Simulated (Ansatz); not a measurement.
### Question
Each is relaxed and computed with DFT-PBEsol in the program Ansatz with PAW potentials. Which alone has a direct gap?
(A) BaGaHO2, P4/mmm (Ba on 1d, Ga on 1a, O on 2f, H on 1b)
(B) Ga3NO3, Ima2 (Pearson symbol oI28)
(C) MgInGaO4, R3m (Pearson symbol hR7)
(D) Sr2TaNO3, I4mm (Pearson symbol tI14)

### Answer
B, Ga3NO3, Ima2 (Pearson symbol oI28). Ga3NO3: gap 1.05 eV (direct); MgInGaO4: gap 2.07 eV (indirect); BaGaHO2: gap 0.35 eV (indirect); Sr2TaNO3: gap 1.29 eV (indirect). Constructed cells (a structure type filled with these elements, in neither database checked): MgInGaO4, R3m (Pearson symbol hR7). Typed or built starts, not in the databases checked: Ga3NO3, Ima2 (Pearson symbol oI28); BaGaHO2, P4/mmm (Ba on 1d, Ga on 1a, O on 2f, H on 1b); Sr2TaNO3, I4mm (Pearson symbol tI14). All cells were relaxed under the symmetry of their starts (and spin orders); stability against distortions was not tested throughout. Named crystals with no word on spin ran without spin polarisation. Scalar-relativistic: spin–orbit coupling is off unless named, which matters more the heavier the elements.

Potentials: the earlier of the program's two PAW sets. The files were generated under PBE; for other functionals the program regenerates the frozen cores, and for LDA and PBEsol the local potential too.
